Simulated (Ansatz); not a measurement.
Input and command of a plane-wave DFT calculation in Ansatz:

```yaml
crystal:
  lattice:
    - [6.2014901195, 0.0, 0.0]
    - [-3.1007450597, 5.3706479848, 0.0]
    - [0.0, 0.0, 26.142269349]
  atoms:
    - { symbol: Ta, position: [0.1666666667, 0.3333333333, 0.3060178095] }
    - { symbol: Ta, position: [0.1666666667, 0.8333333333, 0.3060178095] }
    - { symbol: Ta, position: [0.6666666667, 0.3333333333, 0.3060178095] }
    - { symbol: Ta, position: [0.6666666667, 0.8333333333, 0.3060178095] }
    - { symbol: "N", position: [0.3333333333, 0.1666666667, 0.354440303] }
    - { symbol: "N", position: [0.3333333333, 0.6666666667, 0.354440303] }
    - { symbol: "N", position: [0.8333333333, 0.1666666667, 0.354440303] }
    - { symbol: "N", position: [0.8333333333, 0.6666666667, 0.354440303] }
    - { symbol: Ta, position: [0.5, 0.5, 0.4028627966] }
    - { symbol: Ta, position: [0.5, 0.0, 0.4028627966] }
    - { symbol: Ta, position: [0.0, 0.5, 0.4028627966] }
    - { symbol: Ta, position: [0.0, 0.0, 0.4028627966] }
    - { symbol: "N", position: [0.6548739391, 0.3429585672, 0.4509453817] }
    - { symbol: "N", position: [0.657223134, 0.8145146484, 0.4508951894] }
    - { symbol: "N", position: [0.1879128483, 0.3428493027, 0.4509487301] }
    - { symbol: "N", position: [0.1682131179, 0.8365298971, 0.4517825933] }
    - { symbol: Ta, position: [0.8397624491, 0.6787485456, 0.507929784] }
    - { symbol: Ta, position: [0.8351196444, 0.170623982, 0.4922685619] }
    - { symbol: Ta, position: [0.3373241676, 0.6777069475, 0.5078420336] }
    - { symbol: Ta, position: [0.337908844, 0.1762570145, 0.5103403947] }
    - { symbol: "N", position: [0.0027076512, 0.5063764681, 0.5381070074] }
    - { symbol: "N", position: [0.0047279324, 0.0063082258, 0.539788171] }
    - { symbol: "N", position: [0.5042986561, 0.5082623455, 0.5419152717] }
    - { symbol: "N", position: [0.5004008374, 0.0053109021, 0.5396468537] }
basis:
  ecutwfc: 420
kpoints:
  mp_grid: { grid: [4, 4, 1] }
hamiltonian:
  xc: pbe
  dispersion: d3bj
scf:
  occupations: { method: gaussian, width: 0.1 }
output:
  forces: true
  eigenvalues: true
  write_density: true
  volumetric_format: npy
efield:
  axis: 3
  dipole_correction: true
  ramp_width: 0.04
```

```bash
ansatz run input.yaml --threads 4 --pin off --max-ram 10240MiB --backend cpu --events-out ev --progress --plain --runs-dir out
```

Processor: Intel(R) Xeon(R) 6975P-C (Granite Rapids), 4 threads, on a host shared with other jobs.

Estimate time, memory and problem size.

About 16 s on 4 threads of Intel(R) Xeon(R) 6975P-C (Granite Rapids), with other jobs on the host, peak memory 2.5 GiB. It solves 132 bands at 10 k points (the mesh reduced by symmetry) with about 17109 plane waves, in 9 SCF iterations.
